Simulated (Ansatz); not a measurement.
ZnCu (CsCl type, Pm-3m) at seven volumes, PBE in the plane-wave PAW code Ansatz, scaled uniformly. One row is withheld.

| V (Å³/atom) | P (GPa) |
|---|---|
| 11.840 | 13.75 |
| 12.231 | 8.33 |
| 12.621 | ? |
| 13.011 | 0.00 |
| 13.402 | -3.17 |
| 13.792 | -5.80 |
| 14.182 | -7.99 |

Q: Fit the shown pressures and predict the withheld one.

A: P = (3/2)B₀(x^(7/2) − x^(5/2))[1 + (3/4)(B′ − 4)(x − 1)] with x = (V₀/V)^(2/3). Least squares on the six rows gives V₀ = 13.011 Å³/atom, B₀ = 115 GPa, B′ = 5.01. At V = 12.621, x = 1.0205 and P = 3.78 GPa. The run itself gave 3.79 GPa.

The PBE relaxation kept the symmetry of its start; phonons on a q-mesh show no instability. The run is not spin-polarised.

Potentials: the later of the program's two PAW sets.
